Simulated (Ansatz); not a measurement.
MoP (CsCl type, space group No. 221) under volume change, PBEsol in the plane-wave PAW code Ansatz, scaled uniformly.

```tsv
V (Å³/atom)	E − E(relaxed) (meV/atom)	P (GPa)
11.971	100.9	29.75
12.365	___	___
12.760	10.0	8.34
13.155	0.0	0.00
13.549	8.9	-7.07
13.944	33.9	-13.06
14.339	___	___
```

Q: Some entries are withheld; supply them.

A: 
- 14.339, E − E(relaxed) (meV/atom): 72.5
- 14.339, P (GPa): -18.13
- 12.365, E − E(relaxed) (meV/atom): 42.3
- 12.365, P (GPa): 18.17

Q: What does a third-order Birch–Murnaghan fit give for V₀, B₀ and B′?

A: V₀ = 13.15 Å³/atom, B₀ = 255 GPa, B′ = 4.5.

Space group Pm-3m (CsCl type). The cell is a constructed one: a structure type filled with these elements; neither database checked (COD, Materials Project) lists it. COD files the formula under space group No. 187, so this cell is another polymorph or a model. Whether it is the stable phase at ambient conditions was not checked. The cell was relaxed with PBEsol under the symmetry of its start; of distortions, only those at the zone centre were tested. No spin polarisation was allowed.

Potentials: the later of the program's two PAW sets.
